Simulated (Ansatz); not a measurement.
The elements of this relaxed trial crystal are hidden behind letters.

```
lattice vectors (Å)
   7.1633    0.0000    0.0000
   0.0000    7.1633    0.0000
   0.0000    0.0000    3.0010
fractional positions
X 0.8473 0.3473 0.0000
X 0.6527 0.8473 0.0000
X 0.1527 0.6527 0.0000
X 0.3473 0.1527 0.0000
Z 0.5000 0.5000 0.0000
Z 0.0000 0.0000 0.0000
Z 0.6453 0.1453 0.5000
Z 0.8547 0.6453 0.5000
Z 0.3547 0.8547 0.5000
Z 0.1453 0.3547 0.5000
```

The calculation used DFT PBE, scalar-relativistic, plane waves, PAW in Ansatz. Cutoff 420 eV, Γ-centred 6×6×12 mesh (10-atom cell), Gaussian smearing of 0.10 eV, no spin polarisation.

```
Space group                                : P4/mbm (No. 127)
Conventional cell                          : a = 7.163 Å, c = 3.001 Å
Volume per atom                            : 15.40 Å³
Density                                    : 3.17 g/cm³
Energy over the elements                   : +0.17 eV/atom
Gap on the 6×6×12 mesh of the 10-atom cell : 0 eV (a metal)
```

Energies are uncorrected and count from the elements' standard states at the same level.

Question: X is a p-block element of period 3 and Z is a p-block element of period 3. Which elements are they?

Answer: X = Al, Z = P, so the formula is Al2P3. Density times volume gives a mean mass of 3.17 × 15.40/1.6605 = 29.4 u per atom, and this set has 29.4 u. Among the elements that the hints allow, noble gases aside, only these give it. Al is surrounded by 8 P at 2.54–2.72 Å and 3 Al at 3.00–3.09 Å; P on a site of symmetry 4/m is surrounded by 4 Al at 2.72 Å and 10 P at 3.00–3.13 Å; P on a site of symmetry m2m is surrounded by 6 Al at 2.54–2.61 Å and 7 P at 2.94–3.13 Å.

A later test with randomly moved atoms led to a structure 361 meV/atom lower, so this end is a saddle point or a shallow minimum.
